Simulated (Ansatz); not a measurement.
Y (hcp (Mg type), P6_3/mmc) under volume change, LDA (plane waves, PAW; program Ansatz), shape and atoms relaxed at each volume.

```csv
V (Å³/atom),E − E(relaxed) (meV/atom),P (GPa)
27.231,38.2,4.82
28.129,16.3,3.03
29.027,3.9,1.43
29.925,0.0,0.00
30.822,3.6,-1.27
31.720,14.0,-2.41
32.618,30.3,-3.42
```

### Question
What does a third-order Birch–Murnaghan fit give for V₀, B₀ and B′?

### Answer
V₀ = 29.93 Å³/atom, B₀ = 44.9 GPa, B′ = 2.8.

Symmetry was held in the LDA relaxation. The run is not spin-polarised.

Potentials: the later of the program's two PAW sets.
